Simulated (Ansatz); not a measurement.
InP (NiAs type, P6_3/mmc) at seven volumes, DFT-r²SCAN in the program Ansatz with PAW potentials, shape and atoms relaxed at each. One row is withheld.

```csv
V (Å³/atom),P (GPa)
19.186,9.70
19.818,5.90
20.451,2.70
21.083,0.00
21.716,-2.26
22.348,?
22.981,-5.74
```

### Question
Fit the shown pressures and predict the withheld one.

### Answer
P = (3/2)B₀(x^(7/2) − x^(5/2))[1 + (3/4)(B′ − 4)(x − 1)] with x = (V₀/V)^(2/3). Least squares on the six rows gives V₀ = 21.085 Å³/atom, B₀ = 82.0 GPa, B′ = 4.80. At V = 22.348, x = 0.9620 and P = -4.15 GPa. The run itself gave -4.16 GPa.

The start of the workflow was typed in or built on a structure type; neither database checked (COD, Materials Project) lists it. It is not the phase usual at ambient conditions (space group No. 216). The r²SCAN relaxation kept the symmetry of its start; whether a distortion lowers the energy is not shown.

Potentials: the earlier of the program's two PAW sets.
